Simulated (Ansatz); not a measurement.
**A trial form of SiBiS**

Theory: Ansatz 0.2.0, DFT PBE, scalar-relativistic, plane waves, PAW. Cutoff 420 eV, Gaussian smearing, Γ-centred meshes. Cell and atoms relax first on a coarse mesh and then on a finer one. In between, the cell is made exact in the group found at 0.06 Å. In metals the finer mesh still leaves noise of several meV/atom or more. The steps can't lower the symmetry of their start. No spin polarisation.

The cell of SiBiS is invented: random cell by space group and Wyckoff sites (P6_3/mmc, No. 194). Lengths were set from tabulated atomic sizes, so they are only a guess.

```yaml
crystal:
  lattice:
    - [6.24428, 0.00000, 0.00000]
    - [-3.12214, 5.40770, 0.00000]
    - [0.00000, 0.00000, 4.76781]
  atoms:
    - { symbol: Si, position: [0.33333, 0.66667, 0.75000] }
    - { symbol: Si, position: [0.66667, 0.33333, 0.25000] }
    - { symbol: Bi, position: [0.33333, 0.66667, 0.25000] }
    - { symbol: Bi, position: [0.66667, 0.33333, 0.75000] }
    - { symbol: S, position: [0.00000, 0.00000, 0.00000] }
    - { symbol: S, position: [0.00000, 0.00000, 0.50000] }
```

Energies over the elements count from the elements' standard structures at the same level, with no fitted energy shifts.

**Question.** What does it relax into?

**Answer.** The symmetry stays P6_3/mmc (No. 194). The volume per atom shrinks by 20.1 %, from 26.8 to 21.4 Å³. The shortest distance goes from 2.38 Å (Si–Bi and S–S) to 2.88 Å (Si–Bi). The ratio c/a of the conventional cell changes by a factor of 1.57. The energy falls by about 0.78 eV/atom (the start's value is from the coarse mesh). Conventional cell: a = 4.989 Å, c = 5.965 Å. Si has 5 Bi at 2.88–2.98 Å and 6 S at 3.24 Å; Bi has 5 Si at 2.88–2.98 Å and 6 S at 3.24 Å; S has 2 S at 2.98 Å, 6 Bi at 3.24 Å and 6 Si at 3.24 Å.

```
Si Bi S
1.0
     4.98915    0.00000    0.00000
    -2.49457    4.32073    0.00000
     0.00000    0.00000    5.96454
Si Bi S
2 2 2
Direct
  0.33333 0.66667 0.75000
  0.66667 0.33333 0.25000
  0.33333 0.66667 0.25000
  0.66667 0.33333 0.75000
  0.00000 0.00000 0.00000
  0.00000 0.00000 0.50000
```

**Question.** How does it come out in energy, and is it a metal?

**Answer.** The energy over the elements is +0.56 eV/atom and the gap on the 12×12×8 mesh of the 6-atom cell is 0 eV (a metal).

The separate elements lie lower, so it is unstable against them.

The last run used Gaussian smearing of 0.10 eV. These runs have no spin–orbit coupling, which can matter for Bi. The reference form of S is held partly by dispersion forces, which this level lacks. A structure relaxed within its symmetry needn't be a true minimum. Another cell of SiBiS relaxed alike, in P4mm, lies 0.58 eV/atom lower, so this cell isn't the stable form at this level.
